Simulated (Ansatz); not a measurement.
Se (trigonal-Se type, space group P3_121)

```cif
data_Se3
_chemical_formula_sum 'Se3'
_space_group_name_H-M_alt 'P3121'
_space_group_IT_number 152
_space_group_name_Hall 'P 31 2"'
_cell_length_a 4.53455
_cell_length_b 4.53455
_cell_length_c 5.04146
_cell_angle_alpha 90.000
_cell_angle_beta 90.000
_cell_angle_gamma 120.000
loop_
_atom_site_label
_atom_site_type_symbol
_atom_site_symmetry_multiplicity
_atom_site_Wyckoff_symbol
_atom_site_fract_x
_atom_site_fract_y
_atom_site_fract_z
_atom_site_occupancy
Se1 Se 3 b 0.78186 0.78186 0.50000 1
```

The volume is varied about the relaxed value V₀ at fixed cell shape. The atoms relax within the cell's symmetry.

Computed with PBE (plane waves to 420 eV, PAW, scalar-relativistic; Ansatz, a quantum-chemistry and plane-wave program). k mesh 8×8×7 (Γ-centred), Fermi-Dirac smearing 0.05 eV. E stands for the smeared free energy. Stress and pressure are positive under compression. Se was relaxed with its symmetry unable to fall. The zero of ΔE is the relaxed starting cell.

```tsv
V (Å³/atom)	P (GPa)	ΔE (meV/atom)
26.932	1.79	…
27.681	1.27	8.1
28.429	0.78	3.4
29.177	0.39	0.8
29.925	0.00	0.0
30.673	-0.33	0.8
31.421	-0.62	…
32.169	-0.88	6.5
32.917	-1.10	…
```

Q: What belongs in the gaps?

A: 
- 26.932, ΔE (meV/atom): 15.2
- 31.421, ΔE (meV/atom): 3.0
- 32.917, ΔE (meV/atom): 11.1

(Under strain, the slope of the energy per volume gives the stress and its curvature an elastic modulus.)
